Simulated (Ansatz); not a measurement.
# TaSe$_{2}$, first-principles data

TaSe2:
```yaml
crystal:
  lattice:
    - [3.40308, 0.00000, 0.00000]
    - [-1.70154, 2.94716, 0.00000]
    - [0.00000, 0.00000, 6.10005]
  atoms:
    - { symbol: Ta, position: [0.00000, 0.00000, 0.00000] }
    - { symbol: Se, position: [0.66667, 0.33333, 0.72908] }
    - { symbol: Se, position: [0.33333, 0.66667, 0.27092] }
```

Space group P-3m1 (No. 164), CdI2 type; conventional cell a = 3.4031 Å, b = 3.4031 Å, c = 6.1000 Å, α = 90.00°, β = 90.00°, γ = 120.00°.

Method: LDA in the plane-wave PAW code Ansatz. Geometry: relaxed at this level of theory. Other levels are named where they apply.

### Cell and energy

- Volume per atom = 20.39 Å³
- Density = 9.20 g/cm³
- Formation energy from the elements (no fitted shifts) = -79 kJ/mol of atoms

### Electronic structure

* **Electronic character**: metallic (no gap)
* **Density of states at the Fermi level**: 0.49 states/eV per atom (mean over ±0.08 eV)

### Mechanics

* **Bulk modulus (Birch–Murnaghan fit)**: 43.6 GPa
* **Pressure derivative B′**: 11.3
* **Elastic constants (relaxed ions, GPa)**: C11 = 157, C12 = 29.8, C13 = 19.2, C14 = -8.3, C33 = 57.6, C44 = 22.2
* **Mechanical stability**: stable (all eigenvalues of C positive)
* **Hill bulk and shear moduli**: 50.5 and 36.4 GPa
* **Young's modulus**: 88.0 GPa
* **Poisson's ratio**: 0.21
* **Debye temperature from the elastic constants**: 240 K

### Phonons

- Highest zone-centre frequency = 8.09 THz
- Zone-centre stability = no imaginary mode at Γ

The first step of the workflow began from a Materials Project structure, measured or hypothetical; the Crystallography Open Database copy checked does not list it. COD files the formula under space group No. 2, 42, 166, 186, 194, so this cell is another polymorph or a model. Its standing as an ambient phase is unchecked. Symmetry was held in the LDA relaxation. The run is not spin-polarised. A crystal of weakly bound layers computed without a dispersion correction: the cell and the soft elastic constants depend strongly on that. With an odd number of electrons in the cell and no spin polarisation, the count alone makes it a metal. As this level gives no gap, shear constants depend on the k-mesh and smearing (Fermi–Dirac, 0.1 eV here). As this level gives no gap, phonon frequencies hold no LO–TO term and depend on the k-mesh and smearing (Fermi–Dirac, 0.1 eV here). The references are the lowest solids computed at this level, not always the standard phases. Scalar-relativistic: spin–orbit coupling is off unless named, which matters more the heavier the elements.

Potentials: the later of the program's two PAW sets.
